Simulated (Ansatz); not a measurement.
SrCoO₃:
```xyz
5
Lattice="3.7695 0.0000 0.0000 0.0000 3.7695 0.0000 0.0000 0.0000 3.7695" Properties=species:S:1:pos:R:3 pbc="T T T"
Sr     0.0000     0.0000     0.0000
Co     1.8848     1.8848     1.8848
O      1.8848     1.8848     0.0000
O      0.0000     1.8848     1.8848
O      1.8848     0.0000     1.8848
```
Starting moments (μB, in the order of the atoms Sr Co O O O): 0.0 1.7 0.2 0.2 0.2.

Relaxed with PBEsol.

Map the spin density (μB/Å³) on the plane through (0.000, 0.000, 0.000) spanned by u = [1, 0, 0] and v = [0, 1, 1] in lattice vectors, from plane-wave PAW PBEsol (Ansatz code).

x is the fraction of u, y of v (the angle between them is 90°; rows are the nearest grid lines); atoms in the plane: Sr at (0.00, 0.00), Co at (0.50, 0.50), O at (0.00, 0.50).
```
y \ x   0.000  0.105   0.158   0.263   0.368   0.474   0.526   0.632   0.737   0.842  0.895   1.00
------  -----  -----  ------  ------  ------  ------  ------  ------  ------  ------  -----  -----
1.00    0.001  0.005   0.004   0.001   0.001   0.002   0.002   0.001   0.001   0.004  0.005  0.001
0.926   0.004  0.004   0.002   0.001   0.002   0.003   0.003   0.002   0.001   0.002  0.004  0.004
0.852   0.002  0.001   0.000   0.000   0.001   0.002   0.002   0.001   0.000   0.000  0.001  0.002
0.778   0.002  0.000   0.000  -0.002  -0.002  -0.002  -0.002  -0.002  -0.002   0.000  0.000  0.002
0.704   0.009  0.004   0.000  -0.002   0.003   0.010   0.010   0.003  -0.002   0.000  0.004  0.009
0.630   0.061  0.020   0.003   0.007   0.100   0.247   0.247   0.100   0.007   0.003  0.020  0.061
0.556   0.323  0.046  -0.003   0.032   0.483    2.88    2.88   0.483   0.032  -0.003  0.046  0.323
0.444   0.323  0.046  -0.003   0.032   0.483    2.88    2.88   0.483   0.032  -0.003  0.046  0.323
0.370   0.061  0.020   0.003   0.007   0.100   0.247   0.247   0.100   0.007   0.003  0.020  0.061
0.296   0.009  0.004   0.000  -0.002   0.003   0.010   0.010   0.003  -0.002   0.000  0.004  0.009
0.222   0.002  0.000   0.000  -0.002  -0.002  -0.002  -0.002  -0.002  -0.002   0.000  0.000  0.002
0.148   0.002  0.001   0.000   0.000   0.001   0.002   0.002   0.001   0.000   0.000  0.001  0.002
0.0741  0.004  0.004   0.002   0.001   0.002   0.003   0.003   0.002   0.001   0.002  0.004  0.004
0.000   0.001  0.005   0.004   0.001   0.001   0.002   0.002   0.001   0.001   0.004  0.005  0.001
```

The density is the valence pseudo-density with augmentation charge, so density and ELF within about 1 Å of a nucleus are not all-electron values.

Space group Pm-3m (cubic perovskite). The workflow started from an entry of the Crystallography Open Database (COD). Its standing as an ambient phase is unchecked. The cell was relaxed with PBEsol under the symmetry of its start; whether a distortion lowers the energy is not shown. Magnetic state: ferromagnetic, chosen from 4 collinear starts compared on coarse meshes (ties went to the first, and starts can fall back to one state), not a proven ground state. No Hubbard U is applied.

Potentials: the later of the program's two PAW sets.
